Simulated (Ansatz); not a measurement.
## ZrSi3 in the AuCu3-type structure

Computed with Ansatz (plane waves, PAW, 420 eV cutoff): PBEsol, scalar-relativistic, no spin polarisation, 8×8×8 k-mesh, Gaussian smearing of 0.05 eV. The datasets are Ansatz's generated set soft_2.

```
CELL_PARAMETERS angstrom
3.95077 0.00000 0.00000
0.00000 3.95077 0.00000
0.00000 0.00000 3.95077
ATOMIC_POSITIONS crystal
Zr 0.00000 0.00000 0.00000
Si 0.00000 0.50000 0.50000
Si 0.50000 0.50000 0.00000
Si 0.50000 0.00000 0.50000
```

The start was a prototype's sites filled with these elements, not a measured cell.

Cell and atoms are those of this level's equilibrium.

The cell has space group Pm-3m (read at 0.01 Å). In it the stress is -0.01, -0.01, -0.01, 0.00, 0.00, 0.00 GPa and the largest force component 0.000 eV/Å. Each change below starts from this cell, without further relaxation. Stress is in GPa, positive in compression, in the order xx, yy, zz, yz, xz, xy; energies are counted from the cell above and are free energies with the smearing's entropy, which match forces and stress in a metal.

One atom was moved along a Cartesian axis, and these forces appeared. Which atom, and about how far?
```tsv
atom	Fx (eV/Å)	Fy	Fz
Zr1	0.000	0.000	0.248
Si2	0.000	0.000	0.022
Si3	0.000	0.000	0.051
Si4	0.000	0.000	-0.320
```

Atom 4 (Si) is moved by 0.05 Å along z; the energy changes by 8.0 meV per cell.

A single strain component, atoms carried along, gave the stress -0.01, -0.02, -0.01, 0.00, 0.38, 0.00. Which component, and about how large?

An engineering strain of -1 % in xz; the energy changes by 0.8 meV per cell.
